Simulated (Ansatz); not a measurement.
Relaxed KF (rock salt):

```
CELL_PARAMETERS angstrom
      0.00000     5.31833     5.31833
      2.65916     0.00000     2.65916
      2.65916     2.65916     0.00000
ATOMIC_POSITIONS crystal
  F  0.00000 0.00000 0.00000
  F  0.50000 0.00000 0.00000
  K  0.25000 0.50000 0.50000
  K  0.75000 0.50000 0.50000
```

The atoms are displaced by Q × the pattern below (from a DFPT mode at L = (0.5, 0.0, 0.0), largest move 1; Q in Å), at fixed cell. (q is in reciprocal vectors of the primitive cell; the cell shown is doubled to hold the pattern.)

| atom | x | y | z |
|---|---|---|---|
| K3 | -0.577 | 0.577 | 0.577 |
| K4 | 0.577 | -0.577 | -0.577 |

Atoms not listed stay in place.

These are r2SCAN (plane waves to 500 eV, PAW, scalar-relativistic; Ansatz, a first-principles code) values and carry that method's errors. k mesh 11×11×11 (Γ-centred), Fermi-Dirac smearing 0.05 eV. Energies are smeared free energies. Compression counts positive. KF was relaxed with its symmetry unable to fall. The zero of ΔE is the undisplaced structure.

| Q (Å) | ΔE (meV/cell) | P (GPa) | −dE/dQ from forces (eV/Å) |
|---|---|---|---|
| -0.100 | 56.0 | 0.20 | 1.119 |
| -0.083 | 38.9 | 0.14 | 0.933 |
| -0.067 | ? | 0.09 | 0.747 |
| -0.050 | ? | 0.05 | 0.560 |
| -0.033 | 6.2 | 0.02 | 0.374 |
| -0.017 | 1.6 | 0.00 | 0.187 |
| 0.000 | 0.0 | 0.00 | 0.000 |
| 0.017 | 1.6 | 0.00 | -0.187 |
| 0.033 | 6.2 | 0.02 | -0.374 |
| 0.050 | ? | 0.05 | -0.560 |
| 0.067 | ? | 0.09 | -0.747 |
| 0.083 | 38.9 | 0.14 | -0.933 |
| 0.100 | 56.0 | 0.20 | -1.119 |

Q: Fill in the missing entries.

A: 
- -0.067, ΔE (meV/cell): 24.9
- -0.050, ΔE (meV/cell): 14.0
- 0.050, ΔE (meV/cell): 14.0
- 0.067, ΔE (meV/cell): 24.9

(For displaced atoms, the force is minus the slope of the energy, and its curvature is a force constant, which sets phonon frequencies.)
